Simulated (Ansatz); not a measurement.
Zr:
```cif
data_Zr8
_chemical_formula_sum 'Zr8'
_space_group_name_H-M_alt 'Fd-3m :1'
_space_group_IT_number 227
_space_group_name_Hall 'F 4d 2 3 -1d'
_cell_length_a 6.18635
_cell_length_b 6.18635
_cell_length_c 6.18635
_cell_angle_alpha 90.000
_cell_angle_beta 90.000
_cell_angle_gamma 90.000
loop_
_atom_site_label
_atom_site_type_symbol
_atom_site_symmetry_multiplicity
_atom_site_Wyckoff_symbol
_atom_site_fract_x
_atom_site_fract_y
_atom_site_fract_z
_atom_site_occupancy
Zr1 Zr 8 b 0.50000 0.50000 0.50000 1
```
(The calculation used a cell of 2 atoms; values per cell refer to that cell.)

This is the r²SCAN-relaxed structure.

**Question.** All from the program Ansatz at the r²SCAN level (PAW), unless another level is named. Estimate the density of states at the Fermi level.

**Answer.** 2.3 states/eV per atom (mean over ±0.08 eV).

**Question.** Predict the gap with spin–orbit coupling.

**Answer.** none (metallic).

The start of the workflow was typed in or built on a structure type; neither database checked (COD, Materials Project) lists it. It is not the phase usual at ambient conditions (space group No. 194). Symmetry was held in the r²SCAN relaxation; its stability against distortions is not shown here. The run is not spin-polarised. The volume moved by -20 % from the start of the relaxation. Spin–orbit coupling is left out wherever it is not named.

Potentials: the earlier of the program's two PAW sets.
